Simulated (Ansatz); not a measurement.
## LaSb, first-principles data

LaSb:
Space group Fm-3m (No. 225); a = b = c = 6.5635 Å, α = β = γ = 90.00°

```json
[
 {"atom": "La", "site": "4a", "symmetry": "m-3m", "x": "0.0000", "y": "0.0000", "z": "0.0000"},
 {"atom": "Sb", "site": "4b", "symmetry": "m-3m", "x": "0.5000", "y": "0.5000", "z": "0.5000"}
]
```
(The calculation used a cell of 2 atoms; values per cell refer to that cell.)

Space group Fm-3m (No. 225), rock salt; conventional cell a = 6.5635 Å, b = 6.5635 Å, c = 6.5635 Å, α = 90.00°, β = 90.00°, γ = 90.00°.

Method: r²SCAN in the plane-wave PAW code Ansatz. The cell and atoms are relaxed at this level. Other levels are named where they apply.

### Cell and energy

```json
{
  "volume_per_atom": "35.34 Å³",
  "density": "6.12 g/cm³",
  "Formation energy from the elements (no fitted shifts)": "-1.53 eV/atom"
}
```

### Electronic structure

```json
{
  "electronic_character": "metallic (no gap)",
  "Density of states at the Fermi level": "0.03 states/eV per atom (mean over ±0.08 eV)",
  "Gap with spin–orbit coupling": "none (metallic)"
}
```

### Mechanics

```json
{
 "Bulk modulus (Birch–Murnaghan fit)": "55.0 GPa",
 "Pressure derivative B′": "4.0"
}
```

### Charges

```json
{
 "bader_charges": "La +1.62, Sb -1.62 e"
}
```

The workflow started from an entry of the Crystallography Open Database (COD). Whether it is the stable phase at ambient conditions was not checked. The r²SCAN relaxation kept the symmetry of its start; whether a distortion lowers the energy is not shown. A small band overlap can be real or an error of a semilocal functional. The references are the lowest solids computed at this level, not always the standard phases. Spin–orbit coupling is left out wherever it is not named.

Potentials: the later of the program's two PAW sets.
